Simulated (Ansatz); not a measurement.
LaN in space group Pnma (No. 62; La on 4c, N on 4c), DFT-PBE in the program Ansatz with PAW potentials, all energies at zero smearing, with the estimated change up to a 700 eV cutoff added, with one set of potentials and settings (totals compare only within such a set). Cell of 8 atoms (4 La, 4 N): -26547.457 eV.

```csv
element,reference phase,E (eV/atom)
La,"P6_3/mmc, 4 atoms in the cell",-6250.3045
N,"Pa-3, 8 atoms in the cell",-384.0342
```

Formation energy per atom, worked out: (-26547.457 − 4×(-6250.3045) − 4×(-384.0342))/8 = -1.263 eV/atom (-122 kJ per mol of atoms), at 0 K, without zero-point energy or fitted corrections.

The start of the workflow was typed in or built on a structure type; neither database checked (COD, Materials Project) lists it. COD files the formula under space group No. 225, so this cell is another polymorph or a model. Whether it is the stable phase at ambient conditions was not checked. The cell was relaxed with PBE under the symmetry of its start; its stability against distortions is not shown here. The references are the lowest solids computed at this level, not always the standard phases (solids in place of the gases). Scalar-relativistic: spin–orbit coupling is off unless named, which matters more the heavier the elements.

Potentials: the earlier of the program's two PAW sets.
